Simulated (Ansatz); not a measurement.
# ScF$_{3}$: frozen-core PAW against all-electron methods

```
Sc F
1.0
     4.01245    0.02006    0.02006
     0.02006    4.01245    0.02006
     0.02006    0.02006    4.01245
Sc F
1 3
Direct
  0.00000 0.00000 0.00000
  0.50000 0.00000 0.00000
  0.00000 0.50000 0.00000
  0.00000 0.00000 0.50000
```

Atoms are numbered in the order listed.

The cell comes from COD entry 4127282, which wasn't checked; take it as a given geometry. The listed cell was then made from it by scaling, straining or moving an atom.

Levels of theory: DFT, LDA, PAW with Ansatz's default frozen-core files, scalar-relativistic (Ansatz 0.2.0); DFT, LDA, all-electron PAW with datasets made for the crystal, scalar-relativistic (Ansatz 0.2.0); DFT, LDA, all-electron LAPW, scalar-relativistic (Ansatz 0.2.0).

For PAW: a Γ-centred 6×6×6 k mesh, Fermi–Dirac smearing of 0.02 eV, cutoff 420 eV, no spin polarisation; the PAW files were made with PBE, and the program remakes their frozen cores for this functional. The crystal-made all-electron datasets (AE datasets) take a cutoff of 400 eV at this cell. LAPW targets a basis error of 1 meV/atom. The Ansatz runs share mesh, smearing and spin set-up. Plane-wave (PAW) pressures include the program's estimate of the Pulay term.

Stress and pressure are positive in compression.

The change that made this cell: equal xy, yz and zx engineering shear strains of +1 %.

```
                                               quantity    PAW  AE datasets   LAPW
                                         pressure (GPa)      ?        -2.92  -2.92
                                        stress yz (GPa)  -0.20        -0.20  -0.20
                                        stress xz (GPa)  -0.20        -0.20  -0.20
                                        stress xy (GPa)  -0.20        -0.20  -0.20
                                          band gap (eV)  6.211        6.208  6.208
largest principal field gradient Vzz at Sc1 (10²¹ V/m²)  -0.33        -0.35      –
 largest principal field gradient Vzz at F2 (10²¹ V/m²)   5.75         5.70      –
```

(1) What belongs in the row "pressure (GPa)", column "PAW"?

Results:

(1) -2.97.
